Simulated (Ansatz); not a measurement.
Candidates compared on computed values. Bulk modulus and its pressure derivative give the pressure that a small compression needs; a soft, simple solid makes a sensitive pressure gauge, a stiff one a good anvil or seat.

MgO serves as the reference. Hydrostatic compression by 2 % of the volume (V₀/V = 1.0204), no change of phase.

Where the numbers come from (Ansatz, a plane-wave PAW program): B₀, B₀′: r²SCAN, Birch–Murnaghan fit of energy against volume; volume per atom: r²SCAN, relaxed cell.

Model phases, started by placing the elements on a structure type or from a typed cell, with no claim that they are known: 6H-ZnO. Runs started from generated or typed cells of the structure named: MgS; MgO. Whether these are the forms stable at ambient conditions was not checked: LiZn (Fd-3m, cF16). No claim is made that these are known or stable phases: CdZn3Se4 (P-43m, cP8). Over 15 meV/atom above the lowest phase of their formula at hand: MgS (31 meV/atom, r²SCAN). Spin–orbit coupling is left out unless named.

Working rules: linear estimate = B₀ × compression; P = (B₀/B₀′)[(V₀/V)^B₀′ − 1]; modulus under load = B₀ + B₀′P; relative pressure = P/P_ref.

```tsv
crystal	B₀ (GPa)	B₀′	V (Å³/atom)	linear estimate (GPa)	Murnaghan pressure (GPa)	modulus there (GPa)	pressure (relative)
LiZn (Fd-3m, cF16)	47.0	4.4	14.15	0.94	0.9926	51.4	0.28
MgS (zinc blende)	59.9	4.0	22.69	1.2	1.827	67.2	0.52
CdZn3Se4 (P-43m, cP8)	61.3	4.5	24.17	1.2	1.296	67.1	0.37
6H-ZnO	150	4.4	11.80	3.0	3.168	164	0.90
MgO (rock salt), reference	167	4.1	9.29	3.3	3.516	181	1.00
```

Problem. A slip was made in one value of «Murnaghan pressure (GPa)» and carried on. Locate it and redo the row.

Solution. The row of MgS shows 1.827. From its own inputs, P = (59.9/4.0) × (1.0204^4.0 − 1) = 1.260 GPa. Carried on: modulus there: 59.9 + 4.0 × 1.260 = 64.9 GPa; relative pressure: 1.260/3.516 = 0.36. The other rows agree with the rules.

With the correction: Ranking by relative pressure, highest first: MgO (1.00 ± 0.050), 6H-ZnO (0.90 ± 0.045), CdZn3Se4 (P-43m, cP8) (0.37 ± 0.018) ≈ MgS (0.36 ± 0.018), LiZn (Fd-3m, cF16) (0.28 ± 0.014). The ± follows from allowances picked for this note (B₀ 5 %, B₀′ 0.4), carried to first order and added in quadrature, each row's own inputs moving alone; ≈ joins neighbours closer than their two ± added in quadrature.

B₀′ is the least certain number of such a fit, often by half a unit. Where several phases of a formula are at hand, those over 0.1 eV/atom above the lowest were not drawn (by r²SCAN where it compared them, else by the largest value; a layered or molecular lowest phase counts only with a dispersion term); other phases could lie lower still. Rows are perfect crystals in the structures named, stable or not; films, defects and interfaces will differ. Rows were sampled with a lean to familiar crystals, related or not, whatever their agreement with measurement; tables with many equal figures were not kept. Limits of the draw: no layered crystals, B₀′ of 2 to 8; no unfamiliar magnets, and cubic perovskites only if shown or known to be stable. As a rule kept out of such tables: 4f compounds, open-shell compounds run without a Hubbard term, cells found unstable in the tests at hand, cells close to a higher symmetry, and runs set to a pressure or over 12 % in volume from the crystal's fullest run.
